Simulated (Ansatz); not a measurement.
Relaxed TiO$_{2}$ (rutile):

```yaml
crystal:
  lattice:
    - [4.64343, 0.00000, 0.00000]
    - [0.00000, 4.64343, 0.00000]
    - [0.00000, 0.00000, 2.96381]
  atoms:
    - { symbol: Ti, position: [0.00000, 0.00000, 0.00000] }
    - { symbol: Ti, position: [0.50000, 0.50000, 0.50000] }
    - { symbol: O, position: [0.30513, 0.30513, 0.00000] }
    - { symbol: O, position: [0.80513, 0.19487, 0.50000] }
    - { symbol: O, position: [0.19487, 0.80513, 0.50000] }
    - { symbol: O, position: [0.69487, 0.69487, 0.00000] }
```

Scan: atom 2 (Ti, nearest neighbour O at 1.958 Å; its periodic images, 3.0 Å or more away, move with it) is displaced along Cartesian [110], direction (0.707, 0.707, 0.000) in Cartesian axes, by s. The other atoms stay.

Calculation: PBE (plane waves to 420 eV, PAW, scalar-relativistic; Ansatz, a program for electronic structure). k mesh 6×6×9 (Γ-centred), Fermi-Dirac smearing 0.05 eV. The energy includes the smearing's −TS. Compression counts positive. F∥ is the force on the atom along that direction. TiO2 is run without spin polarisation. TiO2 was relaxed with its symmetry unable to fall. ΔE is measured from the undisplaced structure.

```csv
s (Å),ΔE (meV/cell),P (GPa),F∥ (eV/Å)
-0.200,408,2.12,4.147
-0.160,260,1.36,3.282
-0.120,145,0.76,2.437
-0.080,64,0.34,1.612
-0.040,16,0.09,0.802
0.000,0,0.00,0.000
0.040,16,0.09,-0.802
0.080,64,0.34,-1.612
0.120,145,0.76,-2.437
0.160,260,1.36,-3.282
0.200,408,2.12,-4.147
```

Read from the data:

| Property | Value |
|---|---|
| Energy at s = 0.200 Å | 408 meV/cell |
| Force along the line at s = -0.200 Å | 4.15 eV/Å |
| Symmetry of the curve | even: the same for both signs |
| Shape of the curve | a single well with its minimum at or next to zero displacement |
| Force constant k = d²E/ds² at s = 0 (finite differences) | 20.0 eV/Å² |
| Harmonic estimate at the end of the scan | ½ks² = 400 meV/cell against the computed 408 meV/cell, so the well is close to harmonic there |

(A displaced cell: forces are minus the slopes of the energy, force constants its curvatures, and phonons follow from these.)
